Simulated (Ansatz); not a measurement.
Problem. Write an Ansatz input for a single-point calculation of ErC with PBE (scalar-relativistic), a cutoff of 420 eV (density cutoff 4 times that), a Γ-centred 12×12×12 mesh and Gaussian smearing of 0.05 eV, without spin polarisation. Forces, stress and eigenvalues are wanted. The structure:
```
CELL_PARAMETERS angstrom
0.0000000000 2.6782677765 2.6782677765
2.6782677765 0.0000000000 2.6782677765
2.6782677765 2.6782677765 0.0000000000
ATOMIC_POSITIONS crystal
Er 0.0000000000 0.0000000000 0.0000000000
C 0.2500000000 0.2500000000 0.2500000000
```

Solution. 
```yaml
crystal:
  lattice:
    - [0.0, 2.6782677765, 2.6782677765]
    - [2.6782677765, 0.0, 2.6782677765]
    - [2.6782677765, 2.6782677765, 0.0]
  atoms:
    - { symbol: Er, position: [0.0, 0.0, 0.0] }
    - { symbol: C, position: [0.25, 0.25, 0.25] }
basis:
  ecutwfc: 420
  ecutrho_ratio: 4
kpoints:
  mp_grid: { grid: [12, 12, 12] }
hamiltonian:
  xc: pbe
scf:
  occupations: { method: gaussian, width: 0.05 }
output:
  forces: true
  stress: true
  eigenvalues: true
```

Launched as:
```sh
ansatz run input.yaml --threads 2 --pin off --max-ram 2662MiB --backend cpu --events-out ev --progress --plain --runs-dir out
```

Run as written, it has 26 valence electrons, 749 plane waves at Γ, 24 symmetry operations and 72 irreducible k-points; it took 9 SCF iterations in all. Run time: 2.7 s on 2 threads of Arm Neoverse V2, with other jobs on the host, peak memory 0.35 GiB.

This is a trial structure made by placing the elements on a prototype's sites, so it needn't be the stable form.

This is a comparison run: without spin polarisation an open f shell isn't in its ground state, so the input isn't a model for production.
